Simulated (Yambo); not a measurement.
Yambo run on K2BrOH (space group P2_1/m, No. 11). The wavefunctions are LDA (pw.x of Quantum ESPRESSO, ONCV potentials, without SOC) ones on a 2×2×1 mesh (32 occupied bands); a = 6.832 Å, b = 4.317 Å, c = 8.593 Å, α = γ = 90.00°, β = 108.15°.

Yambo input:

```
rim_cut
HF_and_locXC
RandQpts= 1000000
RandGvec= 1 Ry
EXXRLvcs= 84 Ry
VXCRLvcs= 336 Ry
% QPkrange
 1 | 1 | 32 | 33 |
 2 | 2 | 32 | 33 |
 3 | 3 | 32 | 33 |
 4 | 4 | 32 | 33 |
%
```

k points by index: 1 = Γ, 2 = (0, -0.5, 0), 3 = (-0.5, 0, 0), 4 = (-0.5, -0.5, 0).

Table of the .hf output:

```
#    K-point    Band    Eo [eV]    Ehf [eV]    Vxc [eV]    Vnlxc [eV]
#
    1    32    0.000000    -5.560890    -17.31818    -22.87907
    1    33    3.230904    7.491779    -7.686950    -3.426076
    2    32    -0.059134    -5.894466    -17.69427    -23.52960
    2    33    5.448020    10.01743    -8.278016    -3.708603
    3    32    -0.052818    -5.671080    -17.34969    -22.96796
    3    33    4.501471    8.880579    -8.312598    -3.933489
    4    32    -0.043796    -5.853565    -17.69998    -23.50975
    4    33    5.442887    9.837327    -7.886172    -3.491732
```
Exchange alone, without screening.

Geometry of the Materials Project entry, not relaxed at this level.

The structure is a Materials Project entry; no match was found in the copy of COD used, and its stability was not checked.
